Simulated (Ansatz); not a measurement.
A crystal relaxed with r2SCAN+rVV10 in the plane-wave code Ansatz has space group P6_3/mmc (No. 194) and a = 3.300 Å, c = 13.149 Å.

```tsv
atom	site	x	y	z
Xx	2c	0.3333	0.6667	0.2500
Se	4f	0.6667	0.3333	0.3767
```

The r2SCAN gap is indirect, 1.14 eV (Γ to K–Γ (0.46 of the way from K)), below the direct gap of 1.61 eV at K. The HSE06 gap is indirect, 1.50 eV (Γ to K–Γ (0.46 of the way from K)), below the direct gap of 1.95 eV at K. The PBE gap is indirect, 1.04 eV (Γ to K–Γ (0.50 of the way from K)), below the direct gap of 1.50 eV at K. Meshes: r2SCAN 12×12×2, HSE06 6×6×2, PBE 12×12×2. r2SCAN's ε∞ is 14.4 along x and y, 6.3 along z.

Question: Which element is Xx?
A. Mo
B. Cr
C. W

Answer: C. Xx is W: WSe2 (2H-MoS2 type). Around W lie 6 Se at 2.53 Å; around Se lie 3 W at 2.53 Å.

The values are computed, spin-unpolarised, and not measurements.

No spin-orbit coupling is included; it can move band edges with weight on the heavy atoms by tenths of an eV.

Where an edge lies off the special points, it is a point of the mesh or the k point where a search put PBE's edge or least direct gap, reused for the other functionals, whose own edges may lie a little apart.

The meshes of the hybrids are coarse, so their gaps aren't converged to the digits shown.
